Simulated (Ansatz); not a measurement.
Values for one crystal, relaxed and computed with DFT-LDA in the program Ansatz with PAW potentials; other levels are named.

```yaml
volume_per_atom: 16.37 Å³
band_gap: 1.22 eV (indirect)
Highest zone-centre frequency (without LO–TO term): 745 cm⁻¹
smallest_direct_gap_on_the_standard_path: 1.80 eV
Bulk modulus (Birch–Murnaghan fit): 13.6 GPa
zone_centre_stability: unstable, softest mode 33i cm⁻¹
conduction_band_minimum: at Γ
```

Task: Which of these materials gives this?
(A) GaSe, P6_3/mmc (Ga on 4f, Se on 4f)
(B) CaO, P6_3/mmc (Ca on 2d, O on 2c)
(C) Si3N4, Fd-3m (Si on 16c, Si on 8b, N on 32e)
(D) GaN, P6_3/mmc (Ga on 2d, N on 2b)

Result: D, GaN, P6_3/mmc (Ga on 2d, N on 2b)

The workflow started from a Materials Project entry (that database holds measured and hypothetical structures alike); the Crystallography Open Database copy checked does not list it. It is not the phase usual at ambient conditions (space group No. 186, 216). The cell was relaxed with LDA under the symmetry of its start; phonons on a q-mesh show weakly imaginary modes. A crystal of weakly bound layers computed without a dispersion correction: the cell and the soft elastic constants depend strongly on that. Spin–orbit coupling is left out wherever it is not named.

Potentials: the later of the program's two PAW sets.
